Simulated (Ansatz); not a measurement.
A scan (energy over volume and axial ratio; atoms clamped) gave these values. Calculation: r2SCAN (plane waves to 500 eV, PAW, scalar-relativistic; Ansatz, a program for electronic structure).

The shear modulus C′ = (C11 − C12)/2 (fit, atoms clamped) comes out as 45 GPa.

### Question
Of these crystals, all scanned alike, which one is it?
A. InP (zinc blende)
B. HfN (rock salt)
C. Pt (fcc, Cu type)

### Answer
C, Pt (fcc, Cu type). The others have, for the shear modulus C′ = (C11 − C12)/2: InP 22 GPa, HfN 236 GPa

All were relaxed with their symmetry unable to fall. HfN is run without spin polarisation. Pt is run without spin polarisation. Spin-orbit coupling is left out. The PAW data are Ansatz's earlier set. With partly filled bands, the response to shear is sensitive to the k mesh, so small differences along c/a are uncertain.

(A scan under strain: stresses follow from slopes of the energy per volume, elastic moduli from its curvatures.)
